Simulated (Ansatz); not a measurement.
The relaxed structure here is a generated cell of Nb: the first start was made by a random draw of sites in a space group, and the end was not matched to a known phase here, so it may be hypothetical. Known forms of Nb include space group No. 229.

A relaxed cell of Nb (P6₃/mmc (No. 194)), relaxed on a k-mesh at least as fine as the one used below. These are r2SCAN (plane waves to 500 eV, PAW, scalar-relativistic; Ansatz, an electronic-structure program) values and carry that method's errors. Γ-centred k-mesh 13×7×6 on the run's cell (coarser than for final values), Fermi–Dirac smearing 0.05 eV.

```
CELL_PARAMETERS angstrom
      2.85879     0.00000     0.00000
     -2.85879     4.95158     0.00000
      0.00000     0.00000     5.24619
ATOMIC_POSITIONS crystal
  Nb 0.33333 0.33333 0.75000
  Nb 0.33333 0.83333 0.75000
  Nb 0.66667 0.16667 0.25000
  Nb 0.66667 0.66667 0.25000
```

The atoms are displaced by (Å):

```
atom      ux      uy      uz
----  ------  ------  ------
Nb1    0.169  -0.040   0.155
Nb2   -0.100  -0.039  -0.022
Nb3   -0.023   0.010   0.001
Nb4   -0.119   0.146   0.014
```

What forces (eV/Å) and pressure result?


```tsv
atom	Fx	Fy	Fz
Nb1	-0.10	0.04	-0.98
Nb2	0.12	-0.03	0.05
Nb3	0.08	0.83	0.91
Nb4	-0.10	-0.83	0.02
```

Pressure +1.0 GPa.

Estimate the energy cost of the displacement in the harmonic approximation and compare with the calculation.

For a harmonic well ΔE = −½ Σ F·u = 0.142 eV a cell, or 36 meV/atom. The calculated energy relative to the undisplaced cell is +0.04 eV/atom, so the harmonic estimate holds well.

The undisplaced cell is probably no minimum: from this displacement the run went on to Im-3m (No. 229), 0.31 eV/atom below it.

No spin polarisation in the result.
